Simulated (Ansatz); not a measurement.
NbSiO:
```cif
data_Nb2O2Si2
_chemical_formula_sum 'Nb2 Si2 O2'
_space_group_name_H-M_alt 'P4/nmm :1'
_space_group_IT_number 129
_space_group_name_Hall 'P 4ab 2ab -1ab'
_cell_length_a 3.24539
_cell_length_b 3.24539
_cell_length_c 6.88031
_cell_angle_alpha 90.000
_cell_angle_beta 90.000
_cell_angle_gamma 90.000
loop_
_space_group_symop_operation_xyz
  'x, y, z'
  '-y+1/2, x+1/2, z'
  '-x, -y, z'
  'y+1/2, -x+1/2, z'
  'x+1/2, -y+1/2, -z'
  '-y, -x, -z'
  '-x+1/2, y+1/2, -z'
  'y, x, -z'
  '-x+1/2, -y+1/2, -z'
  'y, -x, -z'
  'x+1/2, y+1/2, -z'
  '-y, x, -z'
  '-x, y, z'
  'y+1/2, x+1/2, z'
  'x, -y, z'
  '-y+1/2, -x+1/2, z'
loop_
_atom_site_label
_atom_site_type_symbol
_atom_site_symmetry_multiplicity
_atom_site_Wyckoff_symbol
_atom_site_fract_x
_atom_site_fract_y
_atom_site_fract_z
_atom_site_occupancy
Nb1 Nb 2 c 0.50000 0.00000 0.29971 1
Si1 Si 2 a 0.00000 0.00000 0.00000 1
O1 O 2 c 0.00000 0.50000 0.38974 1
```

Relaxed with PBEsol.

**Question.** Decompose the optical modes at the zone centre into irreducible representations, and say which are infrared and Raman allowed.

**Answer.** Point group 4/mmm: Γ_opt = 2A1g + 2A2u + B1g + 3Eg + 2Eu. Infrared: A2u, Eu. Raman: A1g, B1g, Eg.

**Question.** Assign frequencies (DFPT, the program Ansatz at the PBEsol level (PAW)).

**Answer.** Eg 149, Eu 155, Eu 247, A1g 276, B1g 285, Eg 301, A2u 339, A2u 426, A1g 451, Eg 571 cm⁻¹.

Subscripts of B labels follow the axes of the standard setting.

The start of the workflow was typed in or built on a structure type; neither database checked (COD, Materials Project) lists it. Whether it is the stable phase at ambient conditions was not checked. Symmetry was held in the PBEsol relaxation; its stability against distortions is not shown here. The workflow began spin-polarised and lost its moments. As this level gives no gap, phonon frequencies hold no LO–TO term and depend on the k-mesh and smearing (Fermi–Dirac, 0.1 eV here).

Potentials: the later of the program's two PAW sets.
